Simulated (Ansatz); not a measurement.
Input file for Ansatz (a program for electronic structure):

Ansatz 0.2 input:
```yaml
crystal:
  lattice:
    - [3.2793504711, 0.0, 0.0]
    - [-1.6396752355, 2.8400008159, 0.0]
    - [0.0, 0.0, 5.2936925846]
  atoms:
    - { symbol: Zn, position: [0.6666666667, 0.3333333333, 0.0021289826] }
    - { symbol: Zn, position: [0.3333333333, 0.6666666667, 0.5021289826] }
    - { symbol: O, position: [0.6666666667, 0.3333333333, 0.6230710174] }
    - { symbol: O, position: [0.3333333333, 0.6666666667, 0.1230710174] }
kpoints:
  mp_grid: { grid: [10, 10, 5] }
hamiltonian:
  xc: pbe
  pseudopotentials: { kind: paw }
scf:
  occupations: { method: fixed }
elastic: { mode: relaxed_ion, stencil: two_point, amplitude: 0.005, f_tol: 0.0005 }
output: { polarization: {} }
```

Output (shortened):

```
Pseudopotential: Zn, paw, valence charge 12
Pseudopotential: O, paw, valence charge 6
Functional definition: PBE
Crystal: 4 atoms, lattice volume = 49.302 Å³
Basis set: ecut = 420 eV, 989 PW (Γ), exchange–correlation on 48×48×72 points (8 copies of the dense FFT grid, shifted against one another)
Bands: 22, of which v1, the nominal top of the filled ones, is band 18 counted from 1 (17 counted from 0)
Symmetry: 12 space group operations
Space group: P63mc (ITA 186), of the structure as read, at distance tolerance 3.7e-5 Å
k-points: 42 of 500 (time reversal used)
SCF 1 converged in 11 iterations: F = -7773.693014 eV  dr2 = 1.90e-14
Crystal: 4 atoms, lattice volume = 49.056 Å³
Symmetry: 4 space group operations
k-points: 93 of 500 (time reversal used)
SCF 2 converged in 13 iterations: F = -7773.692027 eV  dr2 = 8.31e-15
relax step   1: F+E_penalty+E_count = -7773.69202685 eV  Δ(F+E_penalty+E_count) = +0.000e0 eV  max|allowed force component| = 3.487e-2 eV/Å  Δτ_max = 0.0000 Å  (13 SCF iters, accepted)
Crystal: 4 atoms, lattice volume = 49.056 Å³
SCF 3 converged in 9 iterations: F = -7773.692111 eV  dr2 = 9.26e-14
relax step   2: F+E_penalty+E_count = -7773.69211057 eV  Δ(F+E_penalty+E_count) = -8.371e-5 eV  max|allowed force component| = 2.618e-2 eV/Å  Δτ_max = 0.0012 Å  (9 SCF iters, accepted)
Crystal: 4 atoms, lattice volume = 49.056 Å³
SCF 4 converged in 10 iterations: F = -7773.692242 eV  dr2 = 4.63e-14
relax step   3: F+E_penalty+E_count = -7773.69224177 eV  Δ(F+E_penalty+E_count) = -1.312e-4 eV  max|allowed force component| = 3.939e-4 eV/Å  Δτ_max = 0.0023 Å  (10 SCF iters, accepted)
Crystal: 4 atoms, lattice volume = 49.056 Å³
SCF 5 converged in 10 iterations: F = -7773.692242 eV  dr2 = 1.66e-15
Crystal: 4 atoms, lattice volume = 49.549 Å³
SCF 6 converged in 12 iterations: F = -7773.692076 eV  dr2 = 8.04e-14
relax step   1: F+E_penalty+E_count = -7773.69207622 eV  Δ(F+E_penalty+E_count) = +0.000e0 eV  max|allowed force component| = 3.280e-2 eV/Å  Δτ_max = 0.0000 Å  (12 SCF iters, accepted)
Crystal: 4 atoms, lattice volume = 49.549 Å³
SCF 7 converged in 9 iterations: F = -7773.692154 eV  dr2 = 8.51e-14
relax step   2: F+E_penalty+E_count = -7773.69215364 eV  Δ(F+E_penalty+E_count) = -7.741e-5 eV  max|allowed force component| = 2.461e-2 eV/Å  Δτ_max = 0.0012 Å  (9 SCF iters, accepted)
Crystal: 4 atoms, lattice volume = 49.549 Å³
SCF 8 converged in 10 iterations: F = -7773.692277 eV  dr2 = 6.77e-14
relax step   3: F+E_penalty+E_count = -7773.69227701 eV  Δ(F+E_penalty+E_count) = -1.234e-4 eV  max|allowed force component| = 7.669e-4 eV/Å  Δτ_max = 0.0024 Å  (10 SCF iters, accepted)
Crystal: 4 atoms, lattice volume = 49.549 Å³
SCF 9 converged in 9 iterations: F = -7773.692277 eV  dr2 = 4.12e-14
relax step   4: F+E_penalty+E_count = -7773.69227730 eV  Δ(F+E_penalty+E_count) = -2.936e-7 eV  max|allowed force component| = 3.196e-5 eV/Å  Δτ_max = 0.0003 Å  (9 SCF iters, accepted)
Crystal: 4 atoms, lattice volume = 49.549 Å³
SCF 10 converged in 10 iterations: F = -7773.692277 eV  dr2 = 2.51e-15
Crystal: 4 atoms, lattice volume = 49.056 Å³
Basis set: ecut = 420 eV, 977 PW (Γ), exchange–correlation on 48×48×72 points (8 copies of the dense FFT grid, shifted against one another)
SCF 11 converged in 13 iterations: F = -7773.691982 eV  dr2 = 1.25e-14
relax step   1: F+E_penalty+E_count = -7773.69198231 eV  Δ(F+E_penalty+E_count) = +0.000e0 eV  max|allowed force component| = 3.809e-2 eV/Å  Δτ_max = 0.0000 Å  (13 SCF iters, accepted)
Crystal: 4 atoms, lattice volume = 49.056 Å³
SCF 12 converged in 10 iterations: F = -7773.692064 eV  dr2 = 5.07e-15
relax step   2: F+E_penalty+E_count = -7773.69206350 eV  Δ(F+E_penalty+E_count) = -8.119e-5 eV  max|allowed force component| = 3.118e-2 eV/Å  Δτ_max = 0.0006 Å  (10 SCF iters, accepted)
Crystal: 4 atoms, lattice volume = 49.056 Å³
SCF 13 converged in 11 iterations: F = -7773.692231 eV  dr2 = 1.25e-14
relax step   3: F+E_penalty+E_count = -7773.69223092 eV  Δ(F+E_penalty+E_count) = -1.674e-4 eV  max|allowed force component| = 6.639e-4 eV/Å  Δτ_max = 0.0026 Å  (11 SCF iters, accepted)
Crystal: 4 atoms, lattice volume = 49.056 Å³
SCF 14 converged in 8 iterations: F = -7773.692231 eV  dr2 = 7.95e-14
relax step   4: F+E_penalty+E_count = -7773.69223100 eV  Δ(F+E_penalty+E_count) = -7.527e-8 eV  max|allowed force component| = 1.194e-4 eV/Å  Δτ_max = 0.0001 Å  (8 SCF iters, accepted)
Crystal: 4 atoms, lattice volume = 49.056 Å³
SCF 15 converged in 10 iterations: F = -7773.692231 eV  dr2 = 2.76e-15
Crystal: 4 atoms, lattice volume = 49.549 Å³
SCF 16 converged in 12 iterations: F = -7773.691969 eV  dr2 = 7.33e-14
relax step   1: F+E_penalty+E_count = -7773.69196922 eV  Δ(F+E_penalty+E_count) = +0.000e0 eV  max|allowed force component| = 3.329e-2 eV/Å  Δτ_max = 0.0000 Å  (12 SCF iters, accepted)
Crystal: 4 atoms, lattice volume = 49.549 Å³
SCF 17 converged in 10 iterations: F = -7773.692035 eV  dr2 = 3.95e-15
relax step   2: F+E_penalty+E_count = -7773.69203502 eV  Δ(F+E_penalty+E_count) = -6.580e-5 eV  max|allowed force component| = 2.760e-2 eV/Å  Δτ_max = 0.0005 Å  (10 SCF iters, accepted)
Crystal: 4 atoms, lattice volume = 49.549 Å³
SCF 18 converged in 10 iterations: F = -7773.692178 eV  dr2 = 7.55e-14
relax step   3: F+E_penalty+E_count = -7773.69217755 eV  Δ(F+E_penalty+E_count) = -1.425e-4 eV  max|allowed force component| = 5.932e-4 eV/Å  Δτ_max = 0.0026 Å  (10 SCF iters, accepted)
Crystal: 4 atoms, lattice volume = 49.549 Å³
SCF 19 converged in 8 iterations: F = -7773.692178 eV  dr2 = 6.45e-14
relax step   4: F+E_penalty+E_count = -7773.69217761 eV  Δ(F+E_penalty+E_count) = -6.425e-8 eV  max|allowed force component| = 2.355e-5 eV/Å  Δτ_max = 0.0001 Å  (8 SCF iters, accepted)
Crystal: 4 atoms, lattice volume = 49.549 Å³
SCF 20 converged in 10 iterations: F = -7773.692178 eV  dr2 = 2.60e-15
Crystal: 4 atoms, lattice volume = 49.302 Å³
Symmetry: 2 space group operations
k-points: 141 of 500 (time reversal used)
SCF 21 converged in 12 iterations: F = -7773.692795 eV  dr2 = 1.01e-14
relax step   1: F+E_penalty+E_count = -7773.69279544 eV  Δ(F+E_penalty+E_count) = +0.000e0 eV  max|allowed force component| = 1.831e-2 eV/Å  Δτ_max = 0.0000 Å  (12 SCF iters, accepted)
Crystal: 4 atoms, lattice volume = 49.302 Å³
SCF 22 converged in 9 iterations: F = -7773.692813 eV  dr2 = 5.78e-14
relax step   2: F+E_penalty+E_count = -7773.69281334 eV  Δ(F+E_penalty+E_count) = -1.790e-5 eV  max|allowed force component| = 1.480e-2 eV/Å  Δτ_max = 0.0003 Å  (9 SCF iters, accepted)
Crystal: 4 atoms, lattice volume = 49.302 Å³
SCF 23 converged in 10 iterations: F = -7773.692848 eV  dr2 = 1.35e-14
relax step   3: F+E_penalty+E_count = -7773.69284766 eV  Δ(F+E_penalty+E_count) = -3.432e-5 eV  max|allowed force component| = 2.209e-4 eV/Å  Δτ_max = 0.0012 Å  (10 SCF iters, accepted)
Crystal: 4 atoms, lattice volume = 49.302 Å³
SCF 24 converged in 10 iterations: F = -7773.692848 eV  dr2 = 2.98e-15
Crystal: 4 atoms, lattice volume = 49.302 Å³
SCF 25 converged in 12 iterations: F = -7773.692795 eV  dr2 = 1.79e-14
relax step   1: F+E_penalty+E_count = -7773.69279544 eV  Δ(F+E_penalty+E_count) = +0.000e0 eV  max|allowed force component| = 1.831e-2 eV/Å  Δτ_max = 0.0000 Å  (12 SCF iters, accepted)
Crystal: 4 atoms, lattice volume = 49.302 Å³
SCF 26 converged in 9 iterations: F = -7773.692813 eV  dr2 = 5.79e-14
relax step   2: F+E_penalty+E_count = -7773.69281334 eV  Δ(F+E_penalty+E_count) = -1.790e-5 eV  max|allowed force component| = 1.480e-2 eV/Å  Δτ_max = 0.0003 Å  (9 SCF iters, accepted)
Crystal: 4 atoms, lattice volume = 49.302 Å³
SCF 27 converged in 11 iterations: F = -7773.692848 eV  dr2 = 1.69e-14
relax step   3: F+E_penalty+E_count = -7773.69284766 eV  Δ(F+E_penalty+E_count) = -3.432e-5 eV  max|allowed force component| = 2.209e-4 eV/Å  Δτ_max = 0.0012 Å  (11 SCF iters, accepted)
Crystal: 4 atoms, lattice volume = 49.302 Å³
SCF 28 converged in 10 iterations: F = -7773.692848 eV  dr2 = 3.28e-15
SCF converged after 11 iterations
Free energy (F): -7773.693014 eV
Harris-Foulkes:  -7773.693014 eV  (|F-HF|=9.09e-13)
Internal energy: -7773.693014 eV  (E = F + TS)
E sigma→0 (E₀):  -7773.693014 eV
Fermi energy:    6.708779 eV
--- Per-component energies (eV) ---
  E_band       = 50.910661
  E_kinetic    = 610.039846
  E_local      = -4056.013453  (includes V_loc(G=0)·N_el)
  E_nonlocal   = 1335.258514
  E_hartree    = 1665.272271
  E_xc         = -419.300745
  E_vxc        = -288.962857  (∫ρ·V_xc dr)
  E_paw        = -3980.686642  (= ΣΔE_a)
  E_vpaw       = -879.960099  (= ΣTr[D̂ρ^β])
  E_aug_tail   = 0.004160  (compensation charges beyond the density's cutoff)
  E_ewald      = -2928.266963
  E_smearing   =  0.000000  (= −TS)
  E_closure    =  0.000000  (closes the sum)
  Σ components = -7773.693014   (vs F -7773.693014, Δ=0.00e0)
--- Forces (eV/Å), atoms counted from 1 ---
  atom   1  Zn     0.00000000     0.00000000     0.00038244
  atom   2  Zn     0.00000000     0.00000000     0.00038244
  atom   3  O      0.00000000     0.00000000    -0.00038309
  atom   4  O      0.00000000     0.00000000    -0.00038309
  max |Σ_I F_I| component: 1.32e-6 eV/Å
--- Stress (GPa, compression-positive) ---
        0.011766       0.000000       0.000000
        0.000000       0.011766       0.000000
        0.000000       0.000000       0.006634
  P = ⅓ Tr σ = 0.0101 GPa (0.101 kbar)
--- Band table (eV; the first three rows and the last of 42) ---
  k-point 0: bands = ["-11.0937", "-10.4247", "1.1635", "1.1635", "1.2025", "1.3417", "1.3453", "1.3453", "2.2377", "2.2377", "2.4296", "2.4296", "2.6963", "5.9585", "5.9585", "6.6295", "6.7088", "6.7088", "7.4526", "11.8234", "14.7846", "19.4656"]
  k-point 1: bands = ["-11.0329", "-10.4917", "1.1417", "1.1679", "1.1733", "1.1733", "1.3195", "1.3195", "2.2624", "2.2624", "2.4186", "2.4186", "3.1325", "5.9110", "6.0317", "6.0317", "6.6388", "6.6388", "8.2882", "11.4903", "15.0895", "19.2792"]
  k-point 2: bands = ["-10.8706", "-10.6640", "1.0057", "1.0278", "1.2060", "1.2060", "1.2613", "1.2613", "2.3213", "2.3213", "2.3814", "2.3814", "4.0045", "4.9609", "6.2218", "6.2218", "6.4540", "6.4540", "9.4902", "10.6319", "15.9767", "17.4303"]
  k-point 41: bands = ["-10.3150", "-10.2894", "1.1646", "1.1680", "1.3522", "1.5042", "1.8426", "1.8582", "2.2624", "2.2947", "2.6380", "2.7086", "3.0575", "3.1787", "3.9438", "4.4960", "5.3755", "5.5445", "13.8129", "14.1154", "14.9595", "15.1045"]
--- Elastic constants: 3 strain directions × 2 members + reference (group order 12) ---
  dense FFT box of the reference and of every strained cell: 24×24×36
  strains applied: 11, 33, 23; error gains …
  C = ∂σ_k/∂η_j (tension-positive GPa; Voigt order 11 22 33 23 13 12):
       188.119    106.953     92.337      0.000      0.000      0.000
       106.953    188.119     92.337      0.000      0.000      0.000
        92.391     92.391    200.454      0.000      0.000      0.000
         0.000      0.000      0.000     37.110      0.000      0.000
         0.000      0.000      0.000      0.000     37.110      0.000
         0.000      0.000      0.000      0.000      0.000     40.583
  reference stress σ⁰ (GPa):     -0.012     -0.012     -0.007      0.000      0.000      0.000
  moduli (Voigt/Reuss/Hill, GPa): K = 128.89/128.89/128.89   G = 41.96/41.14/41.55   E = 112.55   ν = 0.354
  mechanically stable: yes (min eigenvalue of sym C = 37.11 GPa)
  e, the proper piezoelectric tensor (elastic.mode: relaxed_ion; C/m²; rows x y z; Voigt order 11 22 33 23 13 12):
       0.00000    0.00000    0.00000    0.00000    0.40923    0.00000
       0.00000    0.00000    0.00000    0.40923    0.00000    0.00000
       0.55716    0.55716   -1.07983    0.00000    0.00000    0.00000
  ±, each entry's uncertainty from the finite density of the strings (C/m²), an estimate: the size of the correction for it that the entry includes:
       0.00000    0.00000    0.00000    0.00000    0.00016    0.00000
       0.00000    0.00000    0.00000    0.00016    0.00000    0.00000
       0.00113    0.00113    0.00633    0.00000    0.00000    0.00000
  strain η (Voigt 11):  stress-route row diagonal C_11 = 188.12 GPa, energy-path curvature d²(F+E_count+ΔE)/dδ²/Ω₀ = 188.39 GPa
         δ    σ_11 (GPa)             F (eV)   n_scf  n_hpsi   n_pw
    -5.000e-3      -0.9583       -7773.6922418      10   40864    989   relax 3 steps, max|allowed force component| 3.94e-4 eV/Å
     5.000e-3       0.9229       -7773.6922773      10   40766    991   relax 4 steps, max|allowed force component| 3.20e-5 eV/Å
  strain η (Voigt 33):  stress-route row diagonal C_33 = 200.45 GPa, energy-path curvature d²(F+E_count+ΔE)/dδ²/Ω₀ = 199.92 GPa
         δ    σ_33 (GPa)             F (eV)   n_scf  n_hpsi   n_pw
    -5.000e-3      -1.0081       -7773.6922310      10   18396    981   relax 4 steps, max|allowed force component| 1.19e-4 eV/Å
     5.000e-3       0.9964       -7773.6921776      10   18436    989   relax 4 steps, max|allowed force component| 2.35e-5 eV/Å
  strain η (Voigt 23):  stress-route row diagonal C_44 = 37.11 GPa, energy-path curvature d²(F+E_count+ΔE)/dδ²/Ω₀ = 37.18 GPa
         δ    σ_23 (GPa)             F (eV)   n_scf  n_hpsi   n_pw
    -5.000e-3      -0.1856       -7773.6928477      10   61811    989   relax 3 steps, max|allowed force component| 2.21e-4 eV/Å
     5.000e-3       0.1856       -7773.6928477      10   61803    989   relax 3 steps, max|allowed force component| 2.21e-4 eV/Å
--- Formal polarisation (Berry phase): one branch of a lattice of values; only differences between neighbouring runs are physical ---
  axis  mesh            electronic          ionic      p = total  spread (rad)  least overlap  resolved gap  δp at fixed H ≤   (phases in cycles; p mod 2 …
  b1    10×10×5         0.00000000    18.00000000    18.00000000      0.000000         0.8610        0.7439           1.2e-5
  b2    10×10×5         0.00000000    18.00000000    18.00000000      0.000000         0.8610        0.7439           1.2e-5
  b3    10×10×5         0.99178357    10.52794779    11.51973136      0.074586         0.8557        0.7439           7.4e-6
  quantum along a1:   0.13303099 e/Å² =   213.139139 µC/cm²
  quantum along a2:   0.13303099 e/Å² =   213.139139 µC/cm²
  quantum along a3:   0.21474531 e/Å² =   344.059926 µC/cm²
  P = (  0.59863944,   1.03687393,   1.23690417) e/Å² = (  959.126126,  1661.255181,  1981.738960) µC/cm²  (mod the quanta)
```

Cost: about 5 core-minutes (a rough figure) on shared cores.

Space group P6_3mc (wurtzite). Symmetry was held in the PBE relaxation; phonons on a q-mesh show no instability.

Potentials: the later of the program's two PAW sets.

Ansatz is a plane-wave DFT program.
